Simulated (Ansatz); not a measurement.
Input and command of a plane-wave DFT calculation in Ansatz:

```yaml
crystal:
  lattice:
    - [2.4516142089, 0.0, 0.0]
    - [-1.2258071045, 2.1231601852, 0.0]
    - [0.0, 0.0, 4.9467]
  atoms:
    - { symbol: Zn, position: [0.3333333333, 0.6666666667, 0.25] }
    - { symbol: Zn, position: [0.6666666667, 0.3333333333, 0.75] }
basis:
  ecutwfc: 420
kpoints:
  mp_grid: { grid: [24, 24, 10] }
hamiltonian:
  xc: pbesol
scf:
  occupations: { method: gaussian, width: 0.15 }
output:
  forces: true
  stress: true
  eigenvalues: true
```

```bash
ansatz run input.yaml --threads 1 --pin off --max-ram 2560MiB --backend cpu --events-out ev --progress --plain --runs-dir out
```

Processor: Arm Neoverse V1, 1 thread, on a host shared with other jobs.

Question: Estimate time, memory and problem size.

Answer: About 8.3 s on 1 thread of Arm Neoverse V1 (shared host), peak memory 0.4 GiB. It solves 16 bands at 366 k points (the mesh reduced by symmetry) with about 479 plane waves, in 6 SCF iterations.
